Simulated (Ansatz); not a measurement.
Relaxed-ion elastic tensor of Sr$_{2}$TaNO$_{3}$ in space group Immm (No. 71; Pearson symbol oI14) in GPa (Voigt order), plane-wave PAW r²SCAN (Ansatz code); density 6.76 g/cm³, 14.68 Å³ per atom.

```
 306  61.3  84.2   0.0   0.0   0.0
61.3   326  72.1   0.0   0.0   0.0
84.2  72.1   262   0.0   0.0   0.0
 0.0   0.0   0.0  66.8   0.0   0.0
 0.0   0.0   0.0   0.0  66.4   0.0
 0.0   0.0   0.0   0.0   0.0  85.7
```

Question: Is the crystal mechanically stable?

Answer: Yes: the smallest eigenvalue of C is 66.4 GPa.

Question: Work out the Voigt, Reuss and Hill averages.

Answer: K_V = 148, K_R = 147, K_H = 147; G_V = 88.8, G_R = 83.5, G_H = 86.2 GPa.

Question: Give Young's modulus, Poisson's ratio, Pugh's ratio and the universal anisotropy index.

Answer: E = 9KG/(3K + G) = 216 GPa; ν = 0.26; K/G = 1.71 (near the Pugh limit of 1.75, no verdict); A_U = 5G_V/G_R + K_V/K_R − 6 = 0.32.

Question: Estimate the sound speeds and the Debye temperature.

Answer: v_l = √((K + 4G/3)/ρ) = 6230 m/s, v_t = √(G/ρ) = 3570 m/s, mean 3970 m/s; Θ = (h/k)(3n/4πV)^(1/3) v_m = 482 K.

Question: Solve the Christoffel equation for the three sound speeds along x, y, z.

Answer: Eigenvalues of C_ijkl n_j n_l equal ρv². In km/s, slowest first: x 3.13, 3.56, 6.73; y 3.15, 3.56, 6.94; z 3.13, 3.15, 6.22.

Question: How much does each axis shrink under pressure?

Answer: Linear compressibilities β_i = Σ_j S_ij (j = 1 to 3): x 2.1, y 2.1, z 2.6 per TPa.

The first step of the workflow began from a Materials Project structure, measured or hypothetical; the Crystallography Open Database copy checked does not list it. With N and O taken as one species the cell has the higher symmetry I4/mmm, so it may be an ordered model of a mixed-site phase. Whether it is the stable phase at ambient conditions was not checked. The r²SCAN relaxation kept the symmetry of its start; its stability against distortions is not shown here. No spin polarisation was allowed. Scalar-relativistic: spin–orbit coupling is off unless named, which matters more the heavier the elements.

Potentials: the later of the program's two PAW sets.
